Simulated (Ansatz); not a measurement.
# What strain does to SiC (4H polytype)

SiC (4H polytype), relaxed with r2SCAN in Ansatz. The symmetry is P6_3mc (No. 186, hexagonal); a = 3.078 Å, c = 10.077 Å in the conventional setting, 10.33 Å³ an atom. Si is surrounded by 4 C at 1.88–1.89 Å; Si is surrounded by 4 C at 1.89 Å; C is surrounded by 4 Si at 1.89 Å; C is surrounded by 4 Si at 1.88–1.89 Å.

The axes x, y and z are those of this cell:
```xyz
8
Lattice="3.0776 0.0000 0.0000 -1.5388 2.6652 0.0000 0.0000 0.0000 10.0767" Properties=species:S:1:pos:R:3 pbc="T T T"
Si    0.0000    0.0000   -0.0014
Si    0.0000    1.7768    2.5183
Si    0.0000    0.0000    5.0369
Si    1.5388    0.8884    7.5566
C     0.0000    0.0000    1.8872
C     0.0000    1.7768    4.4131
C     0.0000    0.0000    6.9256
C     1.5388    0.8884    9.4514
```

Unstrained: The PBE gap is indirect, 2.226 eV (Γ to M), below the direct gap of 3.349 eV at M. r2SCAN gives an indirect gap of 2.598 eV, from Γ to M; the least direct gap is 3.776 eV at M. HSE06 gives an indirect gap of 3.140 eV, from Γ to M; the least direct gap is 4.375 eV at M. Meshes: PBE 12×12×4, r2SCAN 12×12×4, HSE06 6×6×2. Strains are changes of length per length. After each strain the atoms were relaxed again with r2SCAN within the symmetry that the strain leaves, so tilts or polar shifts that break it weren't tested; points keep the names that they have in the unstrained zone. No spin polarisation and no zero-point or thermal motion.

Changes of the least gap in eV (an overlap counts as a negative gap):
```json
{"strain": "uniaxial -3.0 % along z", "volume change (%)": "-3.0", "space group": "P6_3mc", "PBE": "-0.157", "r2SCAN": "-0.129", "HSE06": "-0.133", "energy rise, r2SCAN (meV/atom)": "17.4"}
{"strain": "uniaxial -2.0 % along z", "volume change (%)": "-2.0", "space group": "P6_3mc", "PBE": "-0.034", "r2SCAN": "-0.020", "HSE06": "-0.014", "energy rise, r2SCAN (meV/atom)": "7.6"}
{"strain": "uniaxial -1.0 % along z", "volume change (%)": "-1.0", "space group": "P6_3mc", "PBE": "+0.020", "r2SCAN": "+0.020", "HSE06": "+0.022", "energy rise, r2SCAN (meV/atom)": "1.9"}
{"strain": "uniaxial +1.0 % along z", "volume change (%)": "+1.0", "space group": "P6_3mc", "PBE": "-0.062", "r2SCAN": "-0.067", "HSE06": "-0.067", "energy rise, r2SCAN (meV/atom)": "1.8"}
{"strain": "uniaxial +2.0 % along z", "volume change (%)": "+2.0", "space group": "P6_3mc", "PBE": "-0.124", "r2SCAN": "-0.134", "HSE06": "-0.133", "energy rise, r2SCAN (meV/atom)": "7.2"}
{"strain": "uniaxial +3.0 % along z", "volume change (%)": "+3.0", "space group": "P6_3mc", "PBE": "-0.186", "r2SCAN": "-0.200", "HSE06": "-0.198", "energy rise, r2SCAN (meV/atom)": "15.9"}
```

Uniaxial -3.0 % along z, other directions held. HSE06: the gap goes from 3.140 to 3.007 eV (-0.133 eV); with r2SCAN the top three valence levels at Γ, grouped 2+1 from the top over 52 meV, become 1+2 over 262 meV. Stress change with r2SCAN, compression positive: xx +1.87, yy +1.87, zz +18.34 GPa.

Uniaxial -2.0 % along z, other directions held. HSE06: the gap goes from 3.140 to 3.126 eV (-0.014 eV); with r2SCAN the top three valence levels at Γ, grouped 2+1 from the top over 52 meV, become 1+2 over 152 meV. Stress change with r2SCAN, compression positive: xx +1.17, yy +1.17, zz +12.00 GPa.

Uniaxial -1.0 % along z, other directions held. HSE06: the gap goes from 3.140 to 3.162 eV (+0.022 eV); with r2SCAN the top three valence levels at Γ, grouped 2+1 from the top over 52 meV, become 1+2 over 47 meV. Stress change with r2SCAN, compression positive: xx +0.55, yy +0.55, zz +5.88 GPa.

Uniaxial +1.0 % along z, other directions held. HSE06: the gap goes from 3.140 to 3.073 eV (-0.067 eV). Stress change with r2SCAN, compression positive: xx -0.48, yy -0.48, zz -5.61 GPa.

Uniaxial +2.0 % along z, other directions held. HSE06: the gap goes from 3.140 to 3.007 eV (-0.133 eV). Stress change with r2SCAN, compression positive: xx -0.89, yy -0.89, zz -10.95 GPa.

Uniaxial +3.0 % along z, other directions held. HSE06: the gap goes from 3.140 to 2.942 eV (-0.198 eV). Stress change with r2SCAN, compression positive: xx -1.24, yy -1.24, zz -16.00 GPa.

The meshes of the hybrids are coarse, so their gaps aren't converged to the digits shown.

The splittings at Γ are without spin-orbit coupling, which regroups them where it is of like size or larger.
